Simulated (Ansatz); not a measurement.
O-17 NMR of the central transition in Ba2SrTi3O9

Cell: a Materials Project structure (computed, not necessarily an observed phase).

```cif
data_Ba2SrTi3O9
_symmetry_space_group_name_H-M 'Cmm2'
_symmetry_Int_Tables_number 35
_cell_length_a 5.6444
_cell_length_b 16.9095
_cell_length_c 4.0980
_cell_angle_alpha 90.000
_cell_angle_beta 90.000
_cell_angle_gamma 90.000
loop_
_atom_site_label
_atom_site_type_symbol
_atom_site_symmetry_multiplicity
_atom_site_Wyckoff_symbol
_atom_site_fract_x
_atom_site_fract_y
_atom_site_fract_z
Ba Ba 4 e 0.5000 0.8330 0.9950
Sr Sr 2 a 0.0000 0.0000 0.0048
Ti4 Ti 4 e 0.5000 0.3353 0.5137
Ti6 Ti 2 b 0.5000 0.0000 0.5143
O7 O 4 e 0.5000 0.3374 0.9645
O9 O 2 b 0.5000 0.0000 0.9644
O10 O 8 f 0.2470 0.9183 0.4730
O11 O 4 c 0.7500 0.7500 0.4781
```

One atom of each set is listed; the run and its k-mesh use a cell of 15 atoms with edges of 8.91, 8.91, 4.10 Å.

All values are calculated (Ansatz; DFT, PBE, plane waves and PAW, scalar-relativistic, 420 eV cutoff, Γ-centred 4×4×5 k-points, Fermi–Dirac smearing 0.02 eV), not measured.

O-17 has I = 5/2 and Q = -25.58 mb (Pyykkö 2018); at 18.8 T its Larmor frequency is ν₀ = 108.6 MHz. Only the quadrupole interaction is simulated: positions count from each site's isotropic chemical shift, and J coupling is left out, as are shift anisotropy and dipolar coupling, which fast spinning averages.

The O sites: O7 (2 atoms; 2 Ti at 1.85–2.25 Å, angle 178°; also 1 Sr at 2.75 Å, 3 Ba at 2.83–2.88 Å); O9 (1 atom; 2 Ti at 1.84–2.25 Å, angle 180°; also 2 Ba at 2.83 Å, 2 Sr at 2.83 Å); O10 (4 atoms; 2 Ti at 1.98–1.99 Å, angle 170°; also 2 Sr at 2.75–2.93 Å, 2 Ba at 2.82–2.95 Å); O11 (2 atoms; 2 Ti at 2.02 Å, angle 172°; also 4 Ba at 2.81–2.91 Å).

Fitted components of the simulated spectrum:

```
component  |C_Q| (MHz)     η
        A        0.833  0.47
        B        0.981  0.23
        C         1.52  0.12
        D         1.75  0.33
```

(1) Which site most likely gives which component?

## Answers

(1) By the calculation, A is O9, B is O7, C is O10, D is O11. At O9, O7, O10 and O11 V_zz points along the line of its two bonds (within 4°) in each case.

The run took 42 s of wall time (42 s of CPU time) and 0.62 GiB at its peak, on 1 thread of Arm Neoverse V2 (aarch64; 8 cores open to the job, memory cap 2.5 GiB, no GPU), a shared host with a load of 0.2 a core.
